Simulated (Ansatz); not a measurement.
CaCdF4 (fluorite sites, R-3m) by several functionals

All numbers come from the PAW code Ansatz. No magnetic order and no zero-point or thermal motion; the cell was built from a prototype and may be hypothetical.

A 6-atom cell of CaCdF4 built on the fluorite structure (relaxed group R-3m), relaxed with r2SCAN. It is trigonal, R-3m (No. 166); conventional cell a = 3.824 Å, c = 18.799 Å, 13.23 Å³ an atom. Around Ca lie 8 F at 2.35–2.36 Å; around F lie 3 Cd at 2.34 Å and 1 Ca at 2.36 Å; around F lie 1 Cd at 2.34 Å and 3 Ca at 2.35 Å; around Cd lie 8 F at 2.34 Å.

```yaml
crystal:
  lattice:
    - [1.91200, 1.10389, 6.26643]
    - [-1.91200, 1.10389, 6.26643]
    - [0.00000, -2.20779, 6.26643]
  atoms:
    - { symbol: Ca, position: [0.00000, 0.00000, 0.00000] }
    - { symbol: F, position: [0.12536, 0.12536, 0.12536] }
    - { symbol: F, position: [0.37552, 0.37552, 0.37552] }
    - { symbol: Cd, position: [0.50000, 0.50000, 0.50000] }
    - { symbol: F, position: [0.62448, 0.62448, 0.62448] }
    - { symbol: F, position: [0.87464, 0.87464, 0.87464] }
```

Relaxed lattice by functional, symmetry kept:
```
functional  k mesh  a (Å)   c (Å)  volume (Å³/atom)
       PBE   8×8×8  3.882  19.095             13.84
    r2SCAN   8×8×8  3.824  18.799             13.23
    PBEsol   8×8×8  3.815  18.776             13.15
```

Gaps on the r2SCAN cell, each the least over its mesh and the special points:
```
  level  k mesh  gap (eV)      kind  edges  least direct gap (eV)        rough cost
    PBE   8×8×8      4.49  indirect  F → Γ                   4.80   14 core-seconds
PBE+SOC   8×8×8      4.48  indirect  F → Γ                   4.74  110 core-seconds
 r2SCAN   8×8×8      5.17  indirect  F → Γ                   5.49   25 core-seconds
  HSE06   4×4×4      6.59  indirect  F → Γ                   6.95  2.6 core-minutes
   PBE0   4×4×4      7.36  indirect  F → Γ                   7.71  2.7 core-minutes
```
PBE: smearing of 0.02 eV; the others have fixed occupations.
Wave cutoffs: 420 eV, 500 eV (r2SCAN).
Costs come from shared machines and give only the order; PBE's includes the band path. The runs had 4 threads of Arm Neoverse V2, on a shared host.

The HSE06 gap is indirect, 6.59 eV (F to Γ), below the direct gap of 6.95 eV at Γ. Spin-orbit coupling changes the PBE gap by -0.01 eV, to 4.48 eV.

r2SCAN covers 33 % of the step from PBE to HSE06, while HSE06 needs about 6 times r2SCAN's cost (on a coarser mesh). For gaps to 0.1 eV, spin-orbit coupling (up to 0.06 eV here) is at the margin. All these functionals give a gap of the same kind, indirect.

r2SCAN (ground state on 6×6×6): The clamped-ion dielectric constant comes out as 2.41 along x and y, 2.40 along z. Born charges, averaged over directions: Ca +2.39, F -1.20, Cd +2.41 e.

On the PBEsol cell (a = 3.815 Å, c = 18.776 Å), with PBEsol: All optical modes at Γ are real, from 109 to 337 cm⁻¹ without the longitudinal term; this says nothing of other wave vectors. With the long-range field the highest mode reaches 433 cm⁻¹. The clamped-ion dielectric constant comes out as 2.60 along x and y, 2.58 along z. With the ions relaxed, ε⁰ is 8.5 in all directions. Born charges, averaged over directions: Ca +2.42, F -1.22, Cd +2.43 e.

Only the levels marked +SOC include spin-orbit coupling.

The meshes of the hybrids are coarse, so their gaps aren't converged to the digits shown.
